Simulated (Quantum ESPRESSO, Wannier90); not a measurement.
**Tight-binding from DFT: ZrSe2 (CdI2 type)**

```xyz
3
Lattice="3.8112 0.0000 0.0000 -1.9056 3.3006 0.0000 0.0000 0.0000 6.3999" Properties=species:S:1:pos:R:3 pbc="T T T"
Zr     0.0000     0.0000     0.0000
Se    -1.9056     1.1002    -1.5623
Se     1.9056    -1.1002     1.5623
```

Cell from Materials Project (mp-2076), symmetrised, no further relaxation. COD (Crystallography Open Database) has an entry of this formula and space group (matched by these alone). Computed values, not measurements, from PBE: Quantum ESPRESSO (norm-conserving PseudoDojo potentials, cutoff 69 Ry, no spin polarisation, no spin-orbit coupling) on a Γ-centred 12×12×6 mesh, then Wannier90. Density: 12×12×6 mesh, Gaussian smearing 0.01 Ry. The cell is built of weakly bound layers, chains or molecules, whose nearest atoms lie 3.95 Å apart. Database cells relaxed without dispersion often hold them too far apart, which can enlarge gaps and weakens couplings between them; spacing and stacking were not compared with the measured crystal. Spin-orbit coupling, left out, would split the p-like bands by a few tenths of an eV.

Energies are relative to the valence-band maximum.

**Bands.** A Kohn-Sham gap of 0.44 eV opens above band 22. 5 filled groups are cut off by gaps; the highest, bands 17–22, spans -4.52 to 0.00 eV and is Se 4p 74 %, Zr 4d 20 %.

**Valence functions.** The best of several starts gives 8 functions with Ω_total = 17.95 Å², 87 % of it gauge-invariant: 6 of 2.32 Å² at 0.73 Å from Se; 2 of 2.02 Å² at 0.33 Å from Se.

**Model.** 11 functions (Zr d, Se p) from bands 17-37, frozen to 1.95 eV, reach Ω_I = 19.88 Å² and follow pw.x to 0.3 meV rms (states up to 1.4 eV relative to the valence-band maximum).

**Frozen window.** Edge, Ω_I and misfit go -1.1 eV, 18.95 Å², 89 meV; 1.9 eV, 19.88 Å², 0.3 meV; 2.9 eV, 20.57 Å², 0.1 meV; 3.9 eV, 22.44 Å², 0.3 meV. Ω_I never falls as the edge rises, since each frozen state takes freedom from the choice of the smoothest subspace. The edges under the compared range leave its upper states unfrozen, and their misfit is the largest.

**No window.** Without a frozen window Ω_I drops to 16.29 Å² while the misfit grows to 638 meV: a small spread is no proof of good bands.

**Outer window.** The setting "only the lowest 13 of the kept bands" raises Ω_I to 22.91 Å², as fewer states are left to mix in, and the misfit goes to 0.2 meV.

**Stops.** With the outer window to 4.44 eV the program stops (Energy window contains fewer states than number of target WFs).
